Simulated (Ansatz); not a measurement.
AuCu3-type YMn3

Level of theory: DFT, PBE, scalar-relativistic, collinear spin; plane waves to 420 eV with PAW datasets (Ansatz 0.2.0), 8×8×8 k-mesh, Gaussian smearing of 0.05 eV; PAW files: Ansatz's generated set soft_2.

```
Y Mn
1.0
     4.10691    0.00000    0.00000
     0.00000    4.10691    0.00000
     0.00000    0.00000    4.10691
Y Mn
1 3
Direct
  0.00000 0.00000 0.00000
  0.00000 0.50000 0.50000
  0.50000 0.50000 0.00000
  0.50000 0.00000 0.50000
```

The start was a prototype's sites filled with these elements, not a measured cell.

Magnetic state: ferromagnetic, site spin moments Y -0.16; Mn 3.32 μB.

The cell above was scaled in volume, its shape and atoms being fixed by the lattice's symmetry. Energies are counted from the cell above.

The cell is relaxed to zero pressure at this level.

```tsv
V (Å³/atom)	ΔE (meV/atom)	P (GPa)	largest moment (μB)
16.37	14.8	5.1	3.23
16.62	7.8	3.6	3.26
16.97	2.0	1.8	3.29
17.32	0.0	0.0	3.32
17.66	1.8	-1.6	3.33
18.01	?	?	?
18.53	20.1	-5.0	3.38
19.05	39.0	-6.6	3.41
```

Question: Fill in the withheld row.

Answer: ΔE (meV/atom): 6.9, P (GPa): -3.1, largest moment (μB): 3.35.

Question: What do the points give for the equilibrium volume, the bulk modulus and its pressure derivative (third-order Birch–Murnaghan)?

Answer: V0 = 17.31 Å³/atom, B0 = 83 GPa, B0′ isn't fixed: the energies give 3.6, and a fit of the pressures differs by over 0.35.

B0·V0 = 83.3 GPa × 17.31 Å³ = 9.00 eV/atom sets the scale: near the minimum ΔE ≈ ½ B0 V0 x², with x = V/V0 − 1, and a pressure of 0.8 GPa squeezes the volume by about 1 %. At the ends of the curve: x = −5.5 % predicts 13.5 meV/atom and the run gives 14.8; x = +10.0 % predicts 45.2 meV/atom and the run gives 39.0. Compression costs more and expansion less than the parabola says, since the crystal stiffens as it shrinks; B0′ measures that.

The moment grows with the volume: wider spacing narrows the bands, and exchange then polarises them more fully.

Site moments are of spin, integrated over atomic spheres. The run is a metal.
